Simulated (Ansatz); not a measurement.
Starting cell, BiPt (NiAs type):

```
CELL_PARAMETERS angstrom
      4.37788     0.00000     0.00000
     -2.18894     3.79135     0.00000
      0.00000     0.00000     5.54405
ATOMIC_POSITIONS crystal
  Bi 0.33333 0.66667 0.25000
  Bi 0.66667 0.33333 0.75000
  Pt 0.00000 0.00000 0.50000
  Pt 0.00000 0.00000 0.00000
```

Two-dimensional scan of atom 1 (Bi, nearest neighbour Pt at 2.883 Å; its periodic images, 4.4 Å or more away, move with it): u runs along (0.707, 0.707, 0.000), v along (0.000, 0.000, 1.000) (Cartesian). Cell and other atoms are fixed.

The numbers are results of r2SCAN (plane waves to 500 eV, PAW, scalar-relativistic; Ansatz, an electronic-structure program), not measurements. k mesh 10×10×7 (Γ-centred), Fermi-Dirac smearing 0.05 eV. Energies are smeared free energies. Points where atoms come too close for the PAW data are left out (x in tables, blank in figures). With partly filled bands, energies and forces of such displacements shift with the k mesh and the smearing. BiPt is run without spin polarisation. BiPt was relaxed with its symmetry unable to fall. Spin-orbit coupling is left out, though Bi and Pt are heavy. ΔE is measured from the undisplaced structure. Axes are in Å.

Problem. What ΔE (meV/cell) does the calculation give at all points of the grid u = -0.720, -0.360, 0.000, 0.360, 0.720 by v = -0.720, -0.360, 0.000, 0.360, 0.720?

Solution. ΔE (meV/cell), with u across and v down:

| v \ u | -0.720 | -0.360 | 0.000 | 0.360 | 0.720 |
|---|---|---|---|---|---|
| -0.720 | 4227 | 2063 | 1316 | 2413 | x |
| -0.360 | 2056 | 792 | 335 | 992 | x |
| 0.000 | 1279 | 343 | 0 | 481 | 2753 |
| 0.360 | 2056 | 792 | 335 | 992 | x |
| 0.720 | 4227 | 2063 | 1316 | 2413 | x |

(For displaced atoms, the force is minus the slope of the energy, and its curvature is a force constant, which sets phonon frequencies.)
